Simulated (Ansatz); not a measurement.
# Elastic constants of PtSe2 at 7 GPa (stress–strain coefficients): input and output

These are results of DFT LDA, scalar-relativistic, plane waves, PAW (Ansatz 0.2.0), not measurements.

Launched with:
```bash
ansatz run input.yaml --threads 1 --pin off --max-ram 3072MiB --backend cpu --events-out ev --progress --plain --runs-dir out
```

Input (bare energies are in eV):
```yaml
crystal:
  lattice:
    - [3.7011727533, 0.0, 0.0]
    - [-1.8505863767, 3.2053096281, 0.0]
    - [0.0, 0.0, 4.5139199895]
  atoms:
    - { symbol: Pt, position: [0.0, 0.0, 0.0] }
    - { symbol: Se, position: [0.3333333333, 0.6666666667, 0.2775109333] }
    - { symbol: Se, position: [0.6666666667, 0.3333333333, 0.7224890667] }
basis:
  ecutwfc: 420
kpoints:
  mp_grid: { grid: [12, 12, 8] }
hamiltonian:
  xc: lda
scf:
  occupations: { method: fermi_dirac, width: 0.15 }
output:
  forces: true
  stress: true
  eigenvalues: true
elastic:
  mode: relaxed_ion
  amplitude: 0.005
  stencil: two_point
```

From the output:
```
--- Elastic constants: 3 strain directions × 2 members + reference (group order 12) ---
  dense FFT box of the reference and of every strained cell: 25×25×32
  strains applied: 11, 33, 23; error gains: componentwise 1.00 (the most a stress slope's error grows in a printed constant), spectral 1.41 (1 for all six strains in a standard setting)
  reference relaxed by the batch: 3 steps; max|allowed force component| 2.82e-4 eV/Å at the deck's positions, 2.31e-8 at the last accepted step, 8.67e-11 by the solve of record
  largest displacement 1.9e-5 Å; the constants are those of the deck's cell at these positions:
  atoms:
    - { symbol: Pt, position: [2.71873867360302e-36, -3.386172455286587e-37, 0.0] }
    - { symbol: Se, position: [0.3333333333333333, 0.6666666666666665, 0.2775151038920973] }
    - { symbol: Se, position: [0.6666666666666665, 0.33333333333333326, 0.7224848961079027] }
  C = ∂σ_k/∂η_j (tension-positive GPa; Voigt order 11 22 33 23 13 12):
       257.775     98.463     90.711    -39.114      0.000      0.000
        98.463    257.775     90.711     39.114     -0.000     -0.000
        90.701     90.701    136.467     -0.000      0.000      0.000
       -39.133     39.133      0.000     80.972      0.000     -0.000
         0.000     -0.000      0.000     -0.000     80.972    -39.133
        -0.000      0.000      0.000     -0.000    -39.114     79.656
  reference stress σ⁰ (GPa):     -7.002     -7.002     -6.998     -0.000      0.000      0.000
  C* (energy form; C + prestress term) asymmetry max|C*_kj − C*_jk| = 1.876e-2 GPa — a small one proves nothing (zero by symmetry where the batch's group is 432, −43m or m−3m); a large one is finite-difference/SCF noise where every solve ...
  moduli (Voigt/Reuss/Hill, GPa): K = 134.64/120.74/127.69   G = 73.13/55.29/64.21   E = 164.98   ν = 0.285
  mechanically stable: yes (min eigenvalue of sym C = 41.18 GPa)
  strain η (Voigt 11):  stress-route row diagonal C_11 = 257.77 GPa, energy-path curvature d²(F+E_count+ΔE)/dδ²/Ω₀ = 257.83 GPa
         δ    σ_11 (GPa) F (eV) n_scf n_hpsi n_pw
    -5.000e-3      -8.3030      -23012.7121856       2   78482   1061   relax 6 steps, max|allowed force component| 5.81e-8 eV/Å
     5.000e-3      -5.7253      -23012.7356021       2   78431   1066   relax 3 steps, max|allowed force component| 8.04e-6 eV/Å
  strain η (Voigt 33):  stress-route row diagonal C_33 = 136.47 GPa, energy-path curvature d²(F+E_count+ΔE)/dδ²/Ω₀ = 136.39 GPa
         δ    σ_33 (GPa) F (eV) n_scf n_hpsi n_pw
    -5.000e-3      -7.6940      -23012.7126959       2   32505   1062   relax 3 steps, max|allowed force component| 1.64e-6 eV/Å
     5.000e-3      -6.3293      -23012.7361057       2   32225   1066   relax 3 steps, max|allowed force component| 3.38e-6 eV/Å
  strain η (Voigt 23):  stress-route row diagonal C_44 = 80.97 GPa, energy-path curvature d²(F+E_count+ΔE)/dδ²/Ω₀ = 84.52 GPa
         δ    σ_23 (GPa) F (eV) n_scf n_hpsi n_pw
    -5.000e-3      -0.4063      -23012.7246169       2   78774   1064   relax 4 steps, max|allowed force component| 1.71e-6 eV/Å
     5.000e-3       0.4034      -23012.7246194       2   78443   1064   relax 3 steps, max|allowed force component| 1.08e-5 eV/Å
```

The run took 6.3 min on 1 thread of AMD EPYC 7R43 64-Core Processor (Zen 3) (shared host), peak memory 0.78 GiB.

In a metal, frequencies and elastic constants depend on the k mesh and the smearing, soft modes and shear constants most. Spin–orbit coupling is left out, which matters for heavy elements. A semilocal functional can close a gap that the real compound has.